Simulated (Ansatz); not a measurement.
Relaxed-ion elastic tensor of YN (rock salt, Fm-3m) in GPa (Voigt order), plane-wave PAW r²SCAN (Ansatz code); density 5.83 g/cm³, 14.67 Å³ per atom.

```csv
,1,2,3,4,5,6
1,336,86.6,86.6,0.0,0.0,0.0
2,86.6,336,86.6,0.0,0.0,0.0
3,86.6,86.6,336,0.0,0.0,0.0
4,0.0,0.0,0.0,132,0.0,0.0
5,0.0,0.0,0.0,0.0,132,0.0
6,0.0,0.0,0.0,0.0,0.0,132
```

Problem. Is the crystal mechanically stable?

Solution. Yes: the smallest eigenvalue of C is 132 GPa.

Problem. Work out the Voigt, Reuss and Hill averages.

Solution. K_V = 170, K_R = 170, K_H = 170; G_V = 129, G_R = 129, G_H = 129 GPa.

Problem. Give Young's modulus, Poisson's ratio, Pugh's ratio and the universal anisotropy index.

Solution. E = 9KG/(3K + G) = 308 GPa; ν = 0.20; K/G = 1.32 (brittle by the Pugh limit of 1.75); A_U = 5G_V/G_R + K_V/K_R − 6 = 0.00.

Problem. Estimate the sound speeds and the Debye temperature.

Solution. v_l = √((K + 4G/3)/ρ) = 7650 m/s, v_t = √(G/ρ) = 4700 m/s, mean 5190 m/s; Θ = (h/k)(3n/4πV)^(1/3) v_m = 631 K.

Problem. Give the Zener ratio and Young's modulus along [100], [110] and [111].

Solution. A = 2C44/(C11 − C12) = 1.06; 1/E = S11 − 2(S11 − S12 − S44/2)Γ with Γ = 0, 1/4, 1/3 gives 300, 310, 314 GPa.

Problem. Solve the Christoffel equation for the three sound speeds along [100], [110], [111].

Solution. Eigenvalues of C_ijkl n_j n_l equal ρv². In km/s, slowest first: [100] 4.75, 4.75, 7.59; [110] 4.62, 4.75, 7.67; [111] 4.67, 4.67, 7.70.

The cell was relaxed with r²SCAN under the symmetry of its start. The run is not spin-polarised.

Potentials: the later of the program's two PAW sets.
